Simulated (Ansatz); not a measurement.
Molecular dynamics on a 2×2×2 supercell (16 atoms) of ZnS (F-43m), relaxed with r2SCAN. Forces come from PBE in the PAW code Ansatz: a Langevin thermostat at fixed volume, 200 K, steps of 2 fs. Classical nuclei, no spin polarisation; a few dozen steps show the first response, not equilibrium.

```yaml
crystal:
  lattice:
    - [0.0, 5.3881911062, 5.3881911062]
    - [5.3881911062, 0.0, 5.3881911062]
    - [5.3881911062, 5.3881911062, 0.0]
  atoms:
    - { symbol: Zn, position: [0.125, 0.125, 0.125] }
    - { symbol: S, position: [0.0, 0.0, 0.0] }
    - { symbol: Zn, position: [0.125, 0.125, 0.625] }
    - { symbol: S, position: [0.0, 0.0, 0.5] }
    - { symbol: Zn, position: [0.125, 0.625, 0.125] }
    - { symbol: S, position: [0.0, 0.5, 0.0] }
    - { symbol: Zn, position: [0.125, 0.625, 0.625] }
    - { symbol: S, position: [0.0, 0.5, 0.5] }
    - { symbol: Zn, position: [0.625, 0.125, 0.125] }
    - { symbol: S, position: [0.5, 0.0, 0.0] }
    - { symbol: Zn, position: [0.625, 0.125, 0.625] }
    - { symbol: S, position: [0.5, 0.0, 0.5] }
    - { symbol: Zn, position: [0.625, 0.625, 0.125] }
    - { symbol: S, position: [0.5, 0.5, 0.0] }
    - { symbol: Zn, position: [0.625, 0.625, 0.625] }
    - { symbol: S, position: [0.5, 0.5, 0.5] }
kpoints:
  mp_grid: { grid: [2, 2, 2] }
hamiltonian:
  xc: pbe
scf:
  occupations: { method: fermi_dirac, width: 0.02 }
md:
  ensemble: nvt_langevin
  temperature: 200
  timestep: 2.0
  n_steps: 40
  initial_velocities: maxwell_boltzmann
  seed: 729
```

Run as `ansatz run input.yaml --threads 4 --pin off --max-ram 3686MiB --backend cpu --events-out ev --progress --plain --runs-dir out`.

```csv
step,t (fs),T (K),free energy F from step 0 (meV/atom),kinetic energy (meV/atom),largest force (eV/Å)
0,0,188,0.0,24.2,0.00
1,2,193,0.2,24.9,0.13
2,4,194,0.8,25.1,0.25
3,6,191,1.7,24.7,0.38
4,8,205,3.0,26.5,0.51
5,10,178,4.6,23.0,0.61
6,12,161,6.3,20.8,0.70
7,14,167,8.1,21.6,0.78
8,16,162,10.1,20.9,0.85
9,18,144,12.1,18.7,0.90
10,20,130,14.0,16.9,0.99
11,22,123,15.6,15.9,1.07
12,24,114,17.0,14.7,1.13
13,26,108,17.9,13.9,1.17
14,28,110,18.5,14.2,1.18
15,30,118,18.9,15.2,1.18
16,32,115,18.8,14.9,1.16
17,34,127,18.4,16.4,1.11
18,36,143,17.8,18.5,1.05
19,38,158,17.0,20.5,0.96
20,40,162,16.1,20.9,0.88
21,42,166,15.3,21.4,0.87
22,44,172,14.7,22.3,0.87
23,46,167,14.2,21.6,0.86
24,48,172,13.8,22.2,0.85
25,50,163,13.7,21.1,0.84
26,52,177,13.7,22.9,0.82
27,54,167,14.0,21.6,0.81
28,56,184,14.6,23.7,0.80
29,58,152,15.5,19.7,0.80
30,60,129,16.4,16.7,0.80
31,62,120,17.3,15.5,0.80
32,64,118,18.1,15.2,0.80
33,66,111,18.8,14.3,0.81
34,68,125,19.5,16.1,0.82
35,70,109,20.0,14.1,0.82
36,72,106,20.5,13.7,0.82
37,74,100,20.7,13.0,0.82
38,76,116,20.6,15.0,0.84
39,78,123,20.3,15.9,0.89
40,80,134,20.0,17.3,0.93
```

The temperature starts at 188 K, is lowest at step 37 (100 K, 74 fs) and ends at 134 K. The thermostat hasn't had time to restore it. The atoms start on their lattice sites with kinetic energy alone, so much of it first passes into potential energy. By the last step the atoms have moved 0.12 Å in the root mean square, the drift of the whole cell taken out, 0.20 Å at most.

Positions (Å) and forces (eV/Å) at step 40:
```
Zn   1.399   1.299   1.455    -0.239  -0.082  -0.119
S    0.053  -0.098   0.104     0.482   0.552  -0.572
Zn   3.964   4.073   1.297    -0.212  -0.141   0.418
S    2.634   2.648   0.028     0.512  -0.140   0.061
Zn   4.161   1.344   4.186    -0.010   0.028  -0.141
S    2.772   0.067   2.803    -0.173  -0.676   0.232
Zn   6.725   3.952   4.106     0.034   0.520  -0.536
S    5.348   2.735   2.675    -0.178   0.014   0.391
Zn   1.470   4.036   3.997     0.126   0.715  -0.019
S    0.081   2.726   2.754    -0.207   0.048  -0.390
Zn   4.179   6.814   4.110    -0.610  -0.317  -0.180
S    2.760   5.524   2.643    -0.443  -0.073   0.285
Zn   4.057   4.077   6.807    -0.244  -0.163   0.201
S    2.725   2.740   5.397     0.208  -0.181   0.330
Zn   6.617   6.854   6.687     0.594  -0.496   0.047
S    5.364   5.329   5.410     0.360   0.391  -0.009
```
